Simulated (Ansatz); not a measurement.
An Ansatz input:

```yaml
crystal:
  lattice:
    - [2.6781813076, 0.0, 0.0]
    - [0.0, 2.6781813076, 0.0]
    - [0.0, 0.0, 2.6781813076]
  atoms:
    - { symbol: Ni, position: [0.0, 0.0, 0.0], spin: 0.527 }
    - { symbol: Ni, position: [0.5, 0.5, 0.5], spin: 0.527 }
hamiltonian:
  xc: mr2scan
  pseudopotentials:
    kind: paw
    azcp:
      Ni: "pseudopotentials/Ni.paw.azcp"
basis:
  ecutwfc: 500
  fft_grid_basis: typed
kpoints:
  mp_grid: { grid: [13, 13, 13], shift: [0, 0, 0] }
magnetization:
  spin_polarized: true
scf:
  occupations: { method: fermi_dirac, width: 0.05 }
  lower_state_search: "off"
output:
  stress: true
```

and its output:

```
Engine: ansatz 0.2.0, x86_64-unknown-linux-gnu
Pseudopotentials: kind: paw
Pseudopotential: Ni, paw, valence charge 18, recommended cutoff 500 eV (meta_gga) 
Functional definition: m-r2SCAN
  exchange = m_r2scan_x
  correlation = m_r2scan_c
Crystal: 2 atoms, lattice volume = 19.210 Å³
Basis set: ecut = 500 eV, 461 PW (Γ), exchange–correlation on 80×80×80 points (64 copies of the dense FFT grid, shifted against one another)
Bands: 23, of which v1, the nominal top of the filled ones, is band 18 counted from 1 (17 counted from 0)
Symmetry: 96 space group operations
Space group: Im-3m (ITA 229), of the structure as read, at distance tolerance 2.7e-5 Å
Magnetic group: BNS 229.140 (UNI 1642), of the structure as read, at distance tolerance 2.7e-5 Å
k-points: 84 of 2197
Non-local potential: Ni, projectors of the file, l = 0: 3, l = 1: 2, l = 2: 3, l = 3: 1
PAW form: soft (Blöchl's): semilocal exchange-correlation on the pseudo side does not see the compensation charge
PAW frozen core: Ni, regenerated for the run's functional (the file was generated under x = pbe(κ = 0.804, μ = 0.2195149727645171), c = pbe(β = 0.06672455060314922))
PAW one-centre angular grid: Ni, 590 points (default); XC on 160 Gauss nodes
Initial density: superposition of atomic densities (chi_scale 0.1, normalization cell)
Starting moments: Σ|m| = 1.054 μB on 2 of 2 sites
Initial wavefunctions: pseudopotential atomic-orbital guess
Functional: x = mr2scan, c = mr2scan; τ floored in thin density (d = 2e-4 eV/Å³)
iter 1 solved again at ethr=2.70e-4 eV; its pass at ethr=3.10e-3 eV (dr2=9.73e-2 eV) is discarded
SCF iter   1: F=-11690.078342 eV  HF=-11689.848873 eV  |F-HF|=2.29e-1  |Δ(HF+E_count)|=         —  Δρ=2.21e-2 (↑1.89e-2 ↓2.21e-2)  dr2=9.69e-2  dr2_τ=1.90e-2  dr2_m=7.21e-3  M=0.905 μB ∫|m|=0.910 μB  β_m=0.30  ethr=2.70e-4  ⟨swp⟩=1.3  Hψ=21576  notcnv=0
SCF iter   2: F=-11690.100512 eV  HF=-11690.069672 eV  |F-HF|=3.08e-2  |Δ(HF+E_count)|=   2.21e-1  Δρ=1.92e-2 (↑1.44e-2 ↓1.92e-2)  dr2=7.51e-2  dr2_τ=6.37e-4  dr2_m=5.16e-3  M=0.879 μB ∫|m|=0.890 μB  β_m=0.30  ethr=2.69e-4  ⟨swp⟩=3.0  Hψ=7595  notcnv=0  κ⁻¹=1.0e0(r=1)
SCF iter   3: F=-11690.060975 eV  HF=-11690.118152 eV  |F-HF|=5.72e-2  |Δ(HF+E_count)|=   4.85e-2  Δρ=1.69e-2 (↑1.69e-2 ↓1.19e-2)  dr2=5.80e-2  dr2_τ=4.93e-4  dr2_m=5.05e-3  M=0.840 μB ∫|m|=0.863 μB  β_m=0.30  ethr=2.09e-4  ⟨swp⟩=3.1  Hψ=9380  notcnv=0  κ⁻¹=3.0e-3(r=2)
SCF iter   4: F=-11690.123536 eV  HF=-11690.121015 eV  |F-HF|=2.52e-3  |Δ(HF+E_count)|=   2.86e-3  Δρ=7.88e-3 (↑2.99e-3 ↓7.88e-3)  dr2=5.72e-3  dr2_τ=1.85e-4  dr2_m=3.29e-3  M=0.826 μB ∫|m|=0.855 μB  β_m=0.30  ethr=1.61e-4  ⟨swp⟩=3.5  Hψ=9112  notcnv=0  defer=4  κ⁻¹=3.5e-4(r=3)
SCF iter   5: F=-11690.124070 eV  HF=-11690.121684 eV  |F-HF|=2.39e-3  |Δ(HF+E_count)|=   6.69e-4  Δρ=4.99e-3 (↑3.23e-3 ↓4.99e-3)  dr2=1.08e-3  dr2_τ=2.42e-5  dr2_m=2.68e-3  M=0.808 μB ∫|m|=0.845 μB  β_m=0.30  ethr=1.59e-5  ⟨swp⟩=2.9  Hψ=8067  notcnv=0  defer=7  κ⁻¹=1.9e-6(r=4)
SCF iter   6: F=-11690.126069 eV  HF=-11690.123820 eV  |F-HF|=2.25e-3  |Δ(HF+E_count)|=   2.14e-3  Δρ=4.04e-3 (↑4.04e-3 ↓3.22e-3)  dr2=2.19e-4  dr2_τ=1.93e-5  dr2_m=2.25e-3  M=0.792 μB ∫|m|=0.835 μB  β_m=0.30  ethr=3.01e-6  ⟨swp⟩=2.1  Hψ=6532  notcnv=0  defer=7  κ⁻¹=1.6e-7(r=5)
SCF iter   7: F=-11690.126433 eV  HF=-11690.124867 eV  |F-HF|=1.57e-3  |Δ(HF+E_count)|=   1.05e-3  Δρ=3.71e-3 (↑3.71e-3 ↓3.03e-3)  dr2=1.45e-4  dr2_τ=1.16e-5  dr2_m=1.94e-3  M=0.778 μB ∫|m|=0.826 μB  β_m=0.30  ethr=6.09e-7  ⟨swp⟩=1.2  Hψ=4614  notcnv=0  defer=7  κ⁻¹=6.0e-9(r=6)
...
iter 38 did not close the SCF: its close was put off for a magnetic moment that had not settled (scf_convergence_deferred on its scf_iter line)
SCF iter  38: F=-11690.131154 eV  HF=-11690.131154 eV  |F-HF|=4.40e-10  |Δ(HF+E_count)|=   4.03e-8  Δρ=4.71e-6 (↑4.71e-6 ↓3.74e-6)  dr2=1.07e-10  dr2_τ=1.64e-11  dr2_m=3.06e-9  M=0.000 μB ∫|m|=0.000 μB  β_m=1.20  ethr=1.99e-12  ⟨swp⟩=2.0  Hψ=15070  notcnv=0  κ⁻¹=7.2e-10(r=8)
SCF iter  39: F=-11690.131154 eV  HF=-11690.131154 eV  |F-HF|=9.09e-11  |Δ(HF+E_count)|=   2.82e-9  Δρ=2.96e-7 (↑2.18e-7 ↓2.96e-7)  dr2=5.57e-13  dr2_τ=5.37e-14  dr2_m=1.14e-11  M=-0.000 μB ∫|m|=0.000 μB  ethr=1.00e-12  ⟨swp⟩=2.0  Hψ=14285  notcnv=0
WARN: the starting moments were not kept: the SCF closed with an absolute magnetisation of 1.3e-4 μB, where they sum to 1.054 μB in size (2 sites). That is at most 0.1 of that sum. Measured as dr2_m measures the in/out step, that magnetisation stands 2.4e-8 eV from none, at or under the dr2_threshold of 1.0e-7 eV: it is no larger than a step whose dr2_m would equal this threshold. The system may hold no moment; this SCF shows only that its start led to no more than that. To try another start: raise the starting moments (crystal.atoms[].spin, magnetization.per_species, magnetization.initial_magnetization, or on a non-collinear deck that types none of these the spinor_matrix: blocks that start its atoms; where the total moment is fixed, keep their sum and leave initial_magnetization as it is; typed ones take the place of any that the run laid by itself, positive ones on a crystal's lanthanoids without a Hubbard term where scf.initial_density.shell_occupations: [] is typed) or, if the notice of its spin-set hold's release reads "site moments contracting" or "site moments show no strong build", lengthen the hold (scf.mixing.spin_hold: { on: { confirm: 4 } }; for m-r²SCAN on two components see the key's manual first). Each may lead to a state that holds a moment. A second SCF, from the converged charge density, with the starting moments and any scf.initial_density.shell_occupations laid on it anew, would have followed, and was not run: the deck does not ask for one (magnetization.retry_lost_moments is false, the default). To let it run, set magnetization.retry_lost_moments: true and run the deck again, where that key's refused combinations let it; where memory then withholds it, that run's warning says so.
SCF 1 converged in 39 iterations: F = -11690.131154 eV  dr2 = 5.57e-13
this state was not tested for a lower state beside it, because the mixer in use, unlike msr1, does not test its closes by its own steps (another_mixer; see scf.mixing.algorithm and scf.lower_state_search)
SCF converged after 39 iterations
Magnetization: -0.0001 μB (17.9999 up, 18.0001 down)
Absolute magnetization: 0.0001 μB (∫|ρ↑−ρ↓|, with the PAW one-centre terms)
Spin contamination: 0.0000 ħ² per cell (⟨S²⟩ above its minimum at these occupations)
Per-site moments (μB) at R_I (Å): [(-6.341672408294347e-5, 0.9567413824329182), (-6.341672408281342e-5, 0.9567413824329182)]
Free energy (F): -11690.131154 eV
Harris-Foulkes:  -11690.131154 eV  (|F-HF|=9.09e-11)
Internal energy: -11690.107346 eV  (E = F + TS)
E sigma→0 (E₀):  -11690.119250 eV
Entropy (-TS):   -0.023808 eV (-11.904 meV/atom)
Fermi energy:    20.746939 eV
--- Per-component energies (eV) ---
  E_band       = -519.369105
  E_kinetic    = 569.933976
  E_local      = -6476.746485  (includes V_loc(G=0)·N_el)
  E_nonlocal   = 1282.117994
  E_hartree    = 2723.525690
  E_xc         = -159.622421
  E_vxc        = -237.014047  (∫ρ·V_xc dr)
  E_paw        = -3289.044977  (= ΣΔE_a)
  E_vpaw       = -1122.281356  (= ΣTr[D̂ρ^β])
  E_aug_tail   = 0.000460  (compensation charges beyond the density's cutoff)
  E_vtau       = 17.568904  (kinetic-family band-sum trace: ∫τ·v_τ [+ j·A + Jᵃ·Aᵃ] dr)
  E_ewald      = -6339.671445
  E_core_change = -0.600137  (= ΣΔE_core)
  E_smearing   = -0.023808  (= −TS)
  E_closure    = 0.000000  (closes the sum)
  Σ components = -11690.131154   (vs F -11690.131154, Δ=0.00e0)
--- Stress (GPa, compression-positive) ---
       23.143064       0.000000      -0.000000
        0.000000      23.143064       0.000000
        0.000000       0.000000      23.143064
  P = ⅓ Tr σ = 23.1431 GPa (231.431 kbar)
```

Launched by

```sh
ansatz run input.yaml --threads 2 --pin off --max-ram 5120MiB --backend cpu --events-out ev --progress --plain --runs-dir out
```

On 2 threads of Intel(R) Xeon(R) Platinum 8488C (Sapphire Rapids) (shared host) this took about 16 s of wall time and 30 s of CPU time.
